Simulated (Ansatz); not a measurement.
A distorted cell of PbTe (rock salt):

```xyz
4
Lattice="0.0000 6.5690 6.5690 3.2845 0.0000 3.2845 3.2845 3.2845 0.0000" Properties=species:S:1:pos:R:3 pbc="T T T"
Te     0.0000     0.0000     0.0000
Te     0.0000     3.2845     3.2845
Pb     3.1445     3.1445     3.2845
Pb     3.2845     6.5690     6.5690
```

Computed with PBE (plane waves to 420 eV, PAW, scalar-relativistic; Ansatz, a first-principles code). k mesh 7×7×7 (Γ-centred), Fermi-Dirac smearing 0.05 eV. E stands for the smeared free energy. Compression counts positive. PbTe was relaxed with its symmetry unable to fall. Spin-orbit coupling is left out, though Pb and Te are heavy.

### Question
Predict the force on every atom, in eV/Å.

### Answer
| atom | Fx | Fy | Fz |
|---|---|---|---|
| Te1 | 0.020 | -0.070 | 0.002 |
| Te2 | -0.070 | 0.020 | -0.002 |
| Pb3 | 0.176 | 0.176 | 0.000 |
| Pb4 | -0.126 | -0.126 | 0.000 |

### Question
In it atom 3 sits (-0.140, -0.140, 0.000) Å away from its relaxed site. What is its energy relative to the relaxed cell?

### Answer
23.2 meV/cell.

(For displaced atoms, the force is minus the slope of the energy, and its curvature is a force constant, which sets phonon frequencies.)
